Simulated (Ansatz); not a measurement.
Polymorphs of Si, each relaxed with plane-wave PAW LDA (Ansatz code):

A: I4/mmm
a = b = 6.6044 Å, c = 3.8157 Å, α = β = γ = 90.00°

```tsv
atom	site	symmetry	x	y	z
Si	8h	m.2m	0.1788	0.1788	0.0000
```

B: P6_3/mmc
a = b = 3.8024 Å, c = 6.2891 Å, α = β = 90.00°, γ = 120.00°

| atom | site | symmetry | x | y | z |
|---|---|---|---|---|---|
| Si | 4f | 3m. | 0.3333 | 0.6667 | 0.0630 |

Put the candidates in order of energy per atom at 0 K, lowest first, for LDA.

B (+0 meV/atom), A (+103 meV/atom)

Give each one's gap.

A 0.10 eV; B 0.27 eV.

Not the usual ambient phase: A; B. All cells were relaxed under the symmetry of their starts (and spin orders); stability against distortions was not tested throughout.

Energies hold the estimated change up to a 700 eV cutoff; steps of a few meV lie near the error of the meshes.

Potentials: the later of the program's two PAW sets.
